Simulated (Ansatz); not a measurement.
CdO (rock salt)

```cif
data_CdO
_chemical_formula_sum 'O1 Cd1'
_space_group_name_H-M_alt 'P 1'
_space_group_IT_number 1
_cell_length_a 3.37172
_cell_length_b 3.37172
_cell_length_c 3.37172
_cell_angle_alpha 60.000
_cell_angle_beta 60.000
_cell_angle_gamma 60.000
loop_
_space_group_symop_operation_xyz
  'x, y, z'
loop_
_atom_site_label
_atom_site_type_symbol
_atom_site_fract_x
_atom_site_fract_y
_atom_site_fract_z
_atom_site_occupancy
O1 O 0.00000 0.00000 0.00000 1
Cd1 Cd 0.50000 0.50000 0.50000 1
```

Equation-of-state scan: isotropic scaling of the cell above, V₀ being its volume. Symmetry pins the atoms to their sites.

These are PBE (plane waves to 420 eV, PAW, scalar-relativistic; Ansatz, a program for electronic structure) values and carry that method's errors. k mesh 12×12×12 (Γ-centred), Fermi-Dirac smearing 0.05 eV. The energy includes the smearing's −TS. CdO was relaxed with its symmetry unable to fall. The PAW data are Ansatz's earlier set. The zero of ΔE is the relaxed starting cell.

Question: What ΔE (eV/atom) does the calculation give at V/V₀ = 0.904, 0.936, 0.968, 1.064, 1.096, 1.128?

Answer: 
```
V/V₀   ΔE (eV/atom)
-----  ------------
0.904         0.060
0.936         0.025
0.968         0.006
1.064         0.019
1.096         0.041
1.128         0.069
```

(Under strain, the slope of the energy per volume gives the stress and its curvature an elastic modulus.)
